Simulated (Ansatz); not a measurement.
Sr$_{2}$CuBrO$_{2}$:
```yaml
crystal:
  lattice:
    - [2.02154, 1.16713, 9.44033]
    - [-2.02154, 1.16713, 9.44033]
    - [0.00000, -2.33427, 9.44033]
  atoms:
    - { symbol: Sr, position: [0.25253, 0.25253, 0.25253] }
    - { symbol: Sr, position: [0.74747, 0.74747, 0.74747] }
    - { symbol: Cu, position: [0.50000, 0.50000, 0.50000] }
    - { symbol: Br, position: [0.00000, 0.00000, 0.00000] }
    - { symbol: O, position: [0.43667, 0.43667, 0.43667] }
    - { symbol: O, position: [0.56333, 0.56333, 0.56333] }
```

Relaxed with r²SCAN.

Q: Give the Bader charges and basin volumes of the independent atoms, plane-wave PAW r²SCAN (Ansatz code).

A: 

```tsv
atom	Bader charge (e)	Bader volume (Å³)
Sr1	+1.58	18.8
Cu3	+0.42	23.9
Br4	-0.82	37.0
O5	-1.38	17.6
```

Space group R-3m. The first step of the workflow began from a Materials Project structure, measured or hypothetical; the Crystallography Open Database files this formula in space group No. 166, but the cells were not matched. Whether it is the stable phase at ambient conditions was not checked. The cell was relaxed with r²SCAN under the symmetry of its start; whether a distortion lowers the energy is not shown. No spin polarisation was allowed. No Hubbard U is applied.

Potentials: the later of the program's two PAW sets.
